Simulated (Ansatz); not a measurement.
MgS:
```xyz
2
Lattice="0.0000 2.6148 2.6148 2.6148 0.0000 2.6148 2.6148 2.6148 0.0000" Properties=species:S:1:pos:R:3 pbc="T T T"
S      0.0000     0.0000     0.0000
Mg     2.6148     2.6148     2.6148
```

Relaxed with PBE.

### Question
Give the Bader charges and basin volumes of the independent atoms, PBE (plane waves, PAW; program Ansatz).

### Answer


```
atom  Bader charge (e)  Bader volume (Å³)
----  ----------------  -----------------
S1               -1.67               29.8
Mg2              +1.67                5.9
```

Space group Fm-3m (rock salt). The cell was relaxed with PBE under the symmetry of its start.

Potentials: the later of the program's two PAW sets.
